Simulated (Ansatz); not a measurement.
The slice is one period of a {211} plane through atoms; its size isn't given.

Computed with PBE (plane waves to 420 eV, PAW, scalar-relativistic; Ansatz, an electronic-structure program). Near the nuclei the fields are pseudised (PAW); where an atom keeps semicore shells as valence, they peak there.

```
|@%+:     :+%|
|*+-.     .-+|
|::.       .:|
|            |
|            |
|            |
|            |
|            |
|            |
|            |
|            |
|            |
|            |
|            |
|            |
|            |
|::.       .:|
|*+-.     .-+|
|@%+:     :+%|
|@@*:     :*@|
```
Scale: ten equal steps from -1.53 (start of ' ') to 1.39 (end of '@'), in the order ' .:-=+*#%@'. Values: log₁₀ of the valence density in e/Å³. The map has 12 points along u (one character each, u = 0 at the left) and 20 along v (v = 0 in the bottom row). The scale is logarithmic, as a density can span decades between atoms and voids.

```
|xxxx@@..  ::**::  ..@@xx|
|@@@@==    ==##==    ==@@|
|::..    ::##%%##::    ..|
|      ::**%%@@%%**::    |
|..::==**%%@@@@@@%%**==::|
|####%%%%@@@@@@@@@@%%%%##|
|@@@@%%%%%%%%%%%%%%%%%%@@|
|@@@@%%%%##########%%%%@@|
|%%%%%%##**********##%%%%|
|%%%%##**************##%%|
|%%%%%%##**********##%%%%|
|@@@@%%%%##########%%%%@@|
|@@@@%%%%%%%%%%%%%%%%%%@@|
|####%%%%@@@@@@@@@@%%%%##|
|..::==**%%@@@@@@%%**==::|
|      ::**%%@@%%**::    |
|::..    ::##%%##::    ..|
|@@@@==    ==##==    ==@@|
|xxxx@@..  ::**::  ..@@xx|
|xxxx@@::  ::**::  ::@@xx|
```
Scale: ten equal steps from 0.02 (start of ' ') to 0.58 (end of '@'), in the order ' .:-=+*#%@'. Values: electron localisation function (ELF). The map has 12 points along u (two characters each, u = 0 at the left) and 20 along v (v = 0 in the bottom row). Points within 0.5 Å of a nucleus are blanked (x), as the pseudised field means little there.

Which relaxed crystal do these maps come from?
A) Na (bcc, W type)
B) Li (bcc, W type)
C) Rb (bcc, W type)
D) V (bcc, W type)

A, Na (bcc, W type). Atoms on the slice: Na at (0.00, 0.00)

All were relaxed with their symmetry unable to fall. The PAW data are Ansatz's earlier set. V is run without spin polarisation.
